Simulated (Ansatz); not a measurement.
Values for one crystal, relaxed and computed with LDA (plane waves, PAW; program Ansatz); other levels are named.

- Volume per atom = 16.40 Å³
- Band gap = 2.40 eV (indirect)
- Bulk modulus (Birch–Murnaghan fit) = 83.9 GPa
- Valence-band maximum = at Γ
- Electronic dielectric constant ε∞ (DFPT) = 6.11
- Debye temperature from the elastic constants = 463 K
- Conduction-band minimum = at X (3 equivalent valleys)

**Question.** Which compound is it?
A. BeSe, zinc blende
B. GaN, zinc blende
C. ZnS, zinc blende
D. SnSe, Pnma (Sn on 4c, Se on 4c)

**Answer.** A, BeSe, zinc blende

Space group F-43m (zinc blende). The cell was relaxed with LDA under the symmetry of its start; phonons on a q-mesh show no instability. Spin–orbit coupling is left out wherever it is not named.

Potentials: the earlier of the program's two PAW sets.
